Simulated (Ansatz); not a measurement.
The start is a generated cell, Cd placed in the diamond structure type. Cell shape, volume and atoms are optimised at zero target pressure with r2SCAN (plane waves to 500 eV, PAW, scalar-relativistic; Ansatz, a program for electronic structure). The first steps use a coarse 9×9×9 k-mesh.

Input geometry:
```
CELL_PARAMETERS angstrom
      0.00000     3.02357     3.02357
      3.02357     0.00000     3.02357
      3.02357     3.02357     0.00000
ATOMIC_POSITIONS crystal
  Cd 0.25000 0.25000 0.25000
  Cd 0.00000 0.00000 0.00000
```

**Question.** Is the relaxed structure metallic? Give its gap.

**Answer.** No gap (metallic).

**Question.** Write out the relaxed structure.

**Answer.** 
Space group Fd-3m, origin choice 1 (No. 227); a = 6.520 Å, b = 6.520 Å, c = 6.520 Å, α = 90.00°, β = 90.00°, γ = 90.00°

```csv
atom,site,symmetry,x,y,z
Cd,8b,-43m,0.5000,0.5000,0.5000
```
(The calculation used a cell of 2 atoms; values per cell refer to that cell.)

The space group stays Fd-3m (No. 227) (the run could not lower it); the end is diamond type, with 2 atoms in the primitive cell. Final values are on a 12×12×12 k-mesh of the relaxed cell. No spin polarisation in the result.

The run could not lose the symmetry of its start: the end is stationary, and may be a saddle point rather than a minimum.

All atoms sit on sites fixed by symmetry, so only the cell could relax.

The relaxed structure here is a generated cell of Cd: the first start was made by placing the elements on the sites of a structure type, and the end was not matched to a known phase here, so it may be hypothetical. Known forms of Cd include space group No. 194.
